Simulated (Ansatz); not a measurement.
**Phonon spectrum of HfTi₃N₄**

Computed with DFT PBE, scalar-relativistic, plane waves, PAW (Ansatz 0.2.0). Settings: 420 eV plane-wave cutoff, Γ-centred 10×10×10 mesh, Fermi-Dirac smearing of 0.15 eV. No spin polarisation. Phonons by linear response, acoustic sum rule imposed.

The cell, relaxed at this level:
```xyz
8
Lattice="4.3438 0.0000 0.0000 0.0000 4.3438 0.0000 0.0000 0.0000 4.3438" Properties=species:S:1:pos:R:3 pbc="T T T"
Hf    0.0000    0.0000    0.0000
Ti    2.1719    0.0000    2.1719
Ti    0.0000    2.1719    2.1719
Ti    2.1719    2.1719    0.0000
N     2.1719    2.1719    2.1719
N     0.0000    2.1719    0.0000
N     2.1719    0.0000    0.0000
N     0.0000    0.0000    2.1719
```

The cell was found from a structure generator's guess, not taken from experiment. In a metal, frequencies and elastic constants depend on the k mesh and the smearing, soft modes and shear constants most. Spin–orbit coupling is left out, which matters for heavy elements. The q mesh is coarse, so values between its points are rough.

Force constants from linear response on a 2×2×2 q mesh.

Path: Γ–X–M–Γ–R–X | R–M. Only the points of the 2×2×2 mesh were computed; the rest is interpolation, which is rough on so few points. On the mesh no mode is imaginary. Distance along the path (Å⁻¹), then the branches (cm⁻¹, negative for imaginary):
```
0.000  0 0 0 185 185 185 253 253 253 256 256 256 441 441 441 462 462 462 474 474 474 606 606 606
0.181  43 43 78 182 186 186 246 249 253 253 256 256 440 440 443 460 460 461 472 472 477 604 604 614
0.362  81 81 136 174 187 187 221 238 253 253 255 255 438 438 452 457 457 461 468 468 482 602 602 633
0.542  110 110 153 176 186 186 190 228 252 252 255 255 435 435 456 456 461 462 462 466 484 599 599 653
0.723  122 122 150 176 182 185 185 223 252 252 254 254 434 434 457 457 457 457 461 478 480 598 598 661
0.904  125 128 148 168 178 190 200 223 247 250 252 254 433 436 455 455 456 457 468 478 482 596 607 663
1.085  132 134 140 153 180 201 207 224 238 239 253 254 431 444 448 449 457 458 479 483 487 593 628 668
1.266  122 136 139 142 172 204 212 225 231 232 254 254 430 442 442 455 459 460 484 493 493 589 645 678
1.446  112 136 136 142 165 203 216 226 230 230 254 254 430 439 439 460 460 460 487 496 496 588 650 684
1.702  131 135 138 144 180 205 208 225 233 234 254 254 431 442 446 453 458 458 479 489 492 591 642 671
1.958  108 123 151 162 194 195 214 229 240 243 253 255 435 444 451 453 455 460 465 478 484 597 624 642
2.214  60 74 99 180 185 187 244 246 249 251 253 255 439 441 444 459 459 461 470 474 476 603 610 615
2.469  0 0 0 185 185 185 253 253 253 256 256 256 441 441 441 462 462 462 474 474 474 606 606 606
2.783  84 84 114 181 181 188 244 244 244 250 252 252 440 440 446 457 460 460 471 475 475 609 609 617
3.096  132 132 157 169 169 211 219 220 220 242 247 247 442 442 451 457 457 461 469 485 485 623 623 650
3.409  135 135 143 143 144 198 200 200 210 241 242 242 452 452 456 458 458 460 497 503 503 643 643 689
3.722  126 126 130 130 130 190 190 190 202 240 240 240 459 459 459 460 460 460 512 512 512 653 653 706
3.978  130 132 136 138 145 192 196 203 207 240 240 243 452 457 458 458 459 459 502 505 506 643 648 695
4.233  132 139 144 150 176 190 212 216 226 240 244 248 439 450 453 455 456 458 486 489 494 622 632 676
4.489  127 133 147 164 180 188 207 222 244 248 251 252 434 438 454 455 455 457 472 479 484 604 608 664
4.745  122 122 150 176 182 185 185 223 252 252 254 254 434 434 457 457 457 457 461 478 480 598 598 661
4.835  125 130 130 130 130 190 192 192 202 240 240 240 458 459 459 460 460 460 510 511 511 651 653 705
5.016  122 134 134 136 153 183 205 205 208 236 244 244 452 454 454 460 460 460 502 506 506 637 652 696
5.197  116 136 136 141 174 181 214 220 220 230 249 249 441 446 446 460 460 460 492 500 500 611 651 688
5.378  112 136 136 142 166 200 216 226 229 229 253 253 431 440 440 460 460 460 487 496 496 591 650 685
```
